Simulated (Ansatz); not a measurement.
GaBi:
```
GaBi
1.0
    4.63195     0.00000     0.00000
   -2.31598     4.01139     0.00000
    0.00000     0.00000     5.96129
Ga Bi
2 2
Cartesian
  0.00000   0.00000   0.00000
  0.00000   0.00000   2.98064
  0.00000   2.67426   1.49032
  2.31598   1.33713   4.47096
```

Relaxed with PBE. Special points in fractions of this cell's reciprocal vectors: Γ (0.000, 0.000, 0.000); M (0.500, 0.000, 0.000); K (0.333, 0.333, 0.000); A (0.000, 0.000, 0.500); L (0.500, 0.000, 0.500); H (0.333, 0.333, 0.500).

Q: List the band energies nearest the Fermi level at these points for PBE (plane waves, PAW; program Ansatz).

A: In eV from the Fermi level; about four levels below and three above (degenerate sets whole), none deeper than 8.9 eV; points with the same levels are listed once.

```csv
k,below,above
Γ,-1.30 -1.30 -0.75 -0.75 -0.38,1.89 2.33 2.98 2.98
M,-4.06 -3.77 -3.21 -2.96,0.37 0.43 0.72
K,-2.73 -2.73 -2.11 -2.11,2.32 4.47 4.47
A,-0.87 -0.87 -0.87 -0.87 -0.15 -0.15,2.47 2.47 2.47 2.47
L,-2.07 -2.07 -2.06 -2.06,1.02 1.02 3.67 3.67
H,-6.72 -6.72 -4.24 -4.24,1.15 1.15 1.54 1.54
```

Space group P6_3/mmc (NiAs type). A made-up cell: these elements were put on the sites of a structure type; neither database checked (COD, Materials Project) lists it. Its standing as an ambient phase is unchecked. The PBE relaxation kept the symmetry of its start; whether a distortion lowers the energy is not shown. Scalar-relativistic: spin–orbit coupling is off unless named, which matters more the heavier the elements.

Potentials: the later of the program's two PAW sets.
